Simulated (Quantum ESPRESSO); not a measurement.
# NbTi2O5F3: convergence and cost over cutoff and k mesh

Simulated, not a measurement. The program is pw.x of Quantum ESPRESSO 7.5 (plane-wave density functional theory). The cell is made up: 11 atoms on a rutile lattice with one site empty, with randomly drawn elements, strain and displacements, not relaxed. PseudoDojo standard norm-conserving files (v0.5 for PBE, v0.4.1 for LDA and PBEsol) set the functional; there is no spin polarisation, spin-orbit coupling or dispersion term, and the masses in the input are unused placeholders.

Input of the run in row 4:

```
&control calculation='scf', pseudo_dir='./dojo.nc.sr.pbe.v0_5.standard.upf', outdir='./o', disk_io='low', tprnfor=.true., tstress=.true. /
&system ibrav=0, nat=11, ntyp=4, nbnd=50, ecutwfc=84.00895049, nosym=.true., tot_charge=0,
 occupations='smearing', smearing='fd', degauss=0.0018374661
/
&electrons conv_thr=7.350e-09, electron_maxstep=60, /
ATOMIC_SPECIES
F 1.0 F.upf
Nb 1.0 Nb.upf
O 1.0 O.upf
Ti 1.0 Ti.upf
CELL_PARAMETERS angstrom
4.6675 -0.0283 0.0059
-0.0283 4.6646 -0.0009
0.0075 -0.0011 5.8274
ATOMIC_POSITIONS angstrom
Nb 2.3552 2.3431 1.4668
Ti -0.0038 0.0186 2.9304
Ti 2.3589 2.2774 4.3289
O 1.4254 1.4015 0.0112
O 3.1955 3.2268 0.0093
F 3.7979 0.9074 1.4424
O 0.9071 3.7833 1.4741
O 1.4014 1.3989 2.882
F 3.2195 3.2202 2.9274
F 3.7389 0.895 4.3953
O 0.9076 3.7402 4.355
K_POINTS automatic
5 5 4 1 1 1
```

The same cell was run at these settings. Meshes are shifted by half a step, and differences are from the last row, which is itself not exact.

| cutoff (eV) | k mesh | k points solved | threshold (eV) | free energy less the last row's (eV) | pressure (GPa) | largest stress difference (GPa) | largest force difference (eV/Å) | iterations | wall time (s) | k-point pools | processor |
| --- | --- | --- | --- | --- | --- | --- | --- | --- | --- | --- | --- |
| 800 | 2 x 2 x 2 | 4 | 1e-04 | 1.792 | -11.91 | 16.78 | 0.064 | 15 | 88 | 1 | AMD EPYC, Zen 5 class |
| 1143 | 2 x 2 x 2 | 4 | 1e-07 | -0.011 | 4.78 | 0.25 | 0.027 | 20 | 34 | 4 | Intel Xeon, 2023 or later |
| 703 | 5 x 5 x 4 | 50 | 1e-07 | 6.094 | -37.30 | 42.23 | 0.131 | 19 | 115 | 4 | Intel Xeon, 2023 or later |
| 1143 | 5 x 5 x 4 | 50 | 1e-07 | 0.004 | 4.81 | 0.04 | 0.001 | 19 | 230 | 4 | Intel Xeon, 2023 or later |
| 1467 | 7 x 7 x 6 | 147 | 1e-07 | 0.000 | 4.85 | 0.00 | 0.000 | 20 | 926 | 4 | Intel Xeon, 2023 or later |

Each pool is one process. Wall times include start-up and a band step at six k points, which weighs most on the coarsest meshes. The runs were on shared virtual cores whose load varied, so times are rough.